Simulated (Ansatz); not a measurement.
CdPtC6N6: ¹⁴N nuclear quadrupole resonance

Cell: an entry of the Crystallography Open Database (COD), its atoms then relaxed with PBE in this cell.

```cif
data_CdPtC6N6
_symmetry_space_group_name_H-M 'Fm-3m'
_symmetry_Int_Tables_number 225
_cell_length_a 10.9421
_cell_length_b 10.9421
_cell_length_c 10.9421
_cell_angle_alpha 90.000
_cell_angle_beta 90.000
_cell_angle_gamma 90.000
loop_
_atom_site_label
_atom_site_type_symbol
_atom_site_symmetry_multiplicity
_atom_site_Wyckoff_symbol
_atom_site_fract_x
_atom_site_fract_y
_atom_site_fract_z
Cd Cd 4 b 0.5000 0.5000 0.5000
Pt Pt 4 a 0.0000 0.0000 0.0000
C C 24 e 0.1833 0.5000 0.5000
N N 24 e 0.2891 0.5000 0.5000
```

One atom of each set is listed; the run and its k-mesh use a cell of 14 atoms with edges of 7.74, 7.74, 7.74 Å.

All values are calculated (Ansatz; DFT, r2SCAN, plane waves and PAW, scalar-relativistic, 500 eV cutoff, Γ-centred 5×5×5 k-points, Fermi–Dirac smearing 0.05 eV), not measured.

¹⁴N: I = 1, Q = 20.44 mb (year-2017 value). Static lattice, zero field.

(1) Predict the zero-field ¹⁴N lines of each site.

## Answers

(1) For I = 1 the lines are ν± = (3/4)|C_Q|(1 ± η/3) and ν₀ = |C_Q|η/2.

```json
{"site": "N", "atoms": "6", "V_zz (10²¹ V/m²)": "-6.16", "C_Q (MHz)": "-3.04", "η": "0.00", "line frequencies (MHz)": "2.28"}
```

An axis of threefold or higher order runs through N, so V_zz lies along it and η is zero.

The largest force is 0.9 eV/Å, so the atoms aren't at the calculated equilibrium and relaxing them would move these values. The database entry as given showed forces above 3 eV/Å or a pressure above 30 GPa, though relaxing it moves no atom far.
